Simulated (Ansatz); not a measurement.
Mg$_{2}$Sn:
```yaml
crystal:
  lattice:
    - [5.61534, 0.00000, 0.00000]
    - [-2.80767, 4.86303, 0.00000]
    - [0.00000, 0.00000, 5.07384]
  atoms:
    - { symbol: Mg, position: [0.66506, 0.00000, 0.50000] }
    - { symbol: Mg, position: [0.33494, 0.33494, 0.50000] }
    - { symbol: Mg, position: [0.00000, 0.66506, 0.50000] }
    - { symbol: Mg, position: [0.00000, 0.00000, 0.00000] }
    - { symbol: Sn, position: [0.33333, 0.66667, 0.00000] }
    - { symbol: Sn, position: [0.66667, 0.33333, 0.00000] }
```

This is the PBEsol-relaxed structure. x, y and z are the axes in which the lattice vectors are written.

### Question
All from DFT-PBEsol in the program Ansatz with PAW potentials, unless another level is named. Estimate the Debye temperature from the elastic constants.

### Answer
198 K.

### Question
What about the highest zone-centre frequency?

### Answer
231 cm⁻¹.

### Question
Give the elastic constants (relaxed ions, GPa).

### Answer
C11 = 63.1, C12 = 39.0, C13 = 32.6, C33 = 64.0, C44 = 8.8.

Space group P-62m. The workflow started from a Materials Project entry (that database holds measured and hypothetical structures alike); the Crystallography Open Database copy checked does not list it. COD files the formula under space group No. 225, 227, so this cell is another polymorph or a model. With Mg and Sn taken as one species the cell has the higher symmetry P6_3/mmc, so it may be an ordered model of a mixed-site phase. Its standing as an ambient phase is unchecked. Symmetry was held in the PBEsol relaxation; of distortions, only those at the zone centre were tested. As this level gives no gap, shear constants depend on the k-mesh and smearing (Fermi–Dirac, 0.1 eV here). As this level gives no gap, phonon frequencies hold no LO–TO term and depend on the k-mesh and smearing (Fermi–Dirac, 0.1 eV here). On the denser mesh and wider smearing of the elastic run this cell carries a stress of 0.4 GPa. Spin–orbit coupling is left out wherever it is not named.

Potentials: the later of the program's two PAW sets.
